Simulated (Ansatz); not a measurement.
With plane-wave PAW PBEsol (Ansatz code), AlP in the hexagonal phase (P6_222; Al on 3d, P on 3c) relaxes to a = 3.821 Å, c = 8.632 Å. Against the elements it lies at -0.40 eV/atom, with no fitted shifts.

The Kohn–Sham gap is 0.84 eV (indirect). The valence maximum lies at Γ and the conduction minimum at M (3 equivalent valleys). The screened hybrid HSE06 puts the gap at 1.57 eV. Electrons at the band edge weigh 0.14, 0.40, 1.5 mₑ (principal values). The hole mass is 0.15, 7.8, 7.8 mₑ (principal values).

The bulk modulus is 95.8 GPa. The relaxed-ion elastic constants in GPa are C11 = 157, C12 = 55.6, C13 = 66.2, C33 = 181, C44 = 50.0. The elastic constants imply a Debye temperature near 552 K. Perturbation theory gives ε∞ = 12.6 (xx = yy), 14.0 (zz). Letting the ions move raises it to ε0 = 21.7 (xx = yy), 18.0 (zz). Born charges are Al +2.70, P -2.70 e. Without the LO–TO term the highest mode at Γ lies at 468 cm^-1.

The start of the workflow was typed in or built on a structure type; neither database checked (COD, Materials Project) lists it. It is not the phase usual at ambient conditions (space group No. 216). The PBEsol relaxation kept the symmetry of its start; its stability against distortions is not shown here. The references are the lowest solids computed at this level, not always the standard phases.

Potentials: the later of the program's two PAW sets.
